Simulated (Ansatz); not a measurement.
The relaxed structure here is a generated cell of ZnS: the first start was made by placing the elements on the sites of a structure type, and the end was not matched to a known phase here, so it may be hypothetical. Known forms of ZnS include space group No. 186, 216.

The end point of a relaxation of ZnS. Space group P6₃/mmc (No. 194), NiAs type. Method: PBE (plane waves to 420 eV, PAW, scalar-relativistic; Ansatz, a first-principles code).

```xyz
4
Lattice="1.8127 -3.1377 0.0000 1.8127 3.1377 0.0000 0.0000 0.0000 5.9152" Properties=species:S:1:pos:R:3 pbc="T T T"
Zn     1.8127     0.0000     2.9576
Zn     1.8127     0.0000     0.0000
S      1.8127    -2.0909     4.4364
S      1.8127     2.0909     1.4788
```

### Question
What is the computed band gap (PBE)?

### Answer
0.40 eV (no spin-orbit coupling).

No spin polarisation in the result.

The run could not lower the symmetry of its start; a shaken copy of this end point relaxes with PBE to P6₃mc (No. 186), 0.338 eV/atom lower.
